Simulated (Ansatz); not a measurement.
# SiW$_{2}$: from a starting cell to a relaxed one

The relaxed structure here is a generated cell of SiW2: the first start was made by placing the elements on the sites of a structure type, and the end was not matched to a known phase here, so it may be hypothetical.

The start is a generated trial cell of SiW2 in the AFLOW prototype AB2_hP9_162_ad_k (as in V2N). Cell shape, volume and atoms are optimised at zero target pressure with r2SCAN (plane waves to 500 eV, PAW, scalar-relativistic; Ansatz, a quantum-chemistry and plane-wave program). The first steps use a coarse 5×5×5 k-mesh.

Initial structure:
```
SiW2
1.0
    5.62028     0.00000     0.00000
   -2.81014     4.86731     0.00000
    0.00000     0.00000     5.22137
W Si
6 3
Direct
  0.32500   0.32500   0.27200
  0.67500   0.00000   0.27200
  0.00000   0.67500   0.27200
  0.00000   0.32500   0.72800
  0.67500   0.67500   0.72800
  0.32500   0.00000   0.72800
  0.00000   0.00000   0.00000
  0.66667   0.33333   0.50000
  0.33333   0.66667   0.50000
```

Task: What pressure does the first self-consistent step give?

Result: +23 GPa (positive: the cell is compressed).

Task: Which atoms feel the largest initial force, and how large is it?

Result: About 2.3 eV/Å, on W1, W2, W3, W4, W5, W6 (atoms numbered as listed).

Task: How much energy is released per atom?

Result: 0.74 eV/atom.

Task: How does the volume change?

Result: +11.4 %, from 15.87 to 17.68 Å³/atom.

Task: How do the shortest distances between atoms change?

Result: The closest pairs of elements (up to four, under 3.6 Å), start → end: Si–W 2.24 → 2.47 Å; W–W 3.00 → 2.41 Å; Si–Si 3.24 → 3.37 Å.

Task: What band gap does the relaxed structure have at this level?

Result: Zero (metallic).

Task: What does it relax into? Give the structure.

Result: 
Space group P-31m (No. 162); a = 5.8340 Å, b = 5.8340 Å, c = 5.3974 Å, α = 90.00°, β = 90.00°, γ = 120.00°

| atom | site | symmetry | x | y | z |
|---|---|---|---|---|---|
| W | 6k | ..m | 0.3870 | 0.3870 | 0.1870 |
| Si | 1a | -3.m | 0.0000 | 0.0000 | 0.0000 |
| Si | 2d | 3.2 | 0.3333 | 0.6667 | 0.5000 |

The space group stays P-31m (No. 162) (the run could not lower it), with 9 atoms in the primitive cell. Final values are on a 9×9×9 k-mesh of the relaxed cell. No spin polarisation in the result.

The run could not lose the symmetry of its start, so the end can be a saddle point.
